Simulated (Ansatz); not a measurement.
Relaxing arsenic (omega (AlB2-type))

Level of theory: DFT, PBEsol, plane waves (420 eV) with PAW, scalar-relativistic (Ansatz). The PAW files were generated under PBE, with cores re-solved for the functional.

k-point mesh 8×8×11, Fermi-Dirac smearing 0.1 eV, no spin polarisation. Cell and atoms relax.

Starting structure:

```cif
data_structure
_symmetry_space_group_name_H-M 'P 1'
_symmetry_Int_Tables_number 1
_cell_length_a 4.6939
_cell_length_b 4.6939
_cell_length_c 2.8774
_cell_angle_alpha 90.000
_cell_angle_beta 90.000
_cell_angle_gamma 120.000
_cell_volume 54.90
loop_
_atom_site_label
_atom_site_type_symbol
_atom_site_fract_x
_atom_site_fract_y
_atom_site_fract_z
_atom_site_occupancy
As1 As 0.00000 0.00000 0.00000 1
As2 As 0.33333 0.66667 0.50000 1
As3 As 0.66667 0.33333 0.50000 1
```

**Question.** The pressure at the start is 0.6 GPa. By how much does the volume change?

**Answer.** From 18.30 to 18.33 Å³ per atom, 0.2 %. The final cell has a = 4.777 Å, c = 2.782 Å (c/a = 0.582).

**Question.** How much energy does the relaxation gain?

**Answer.** 15.4 meV per atom.
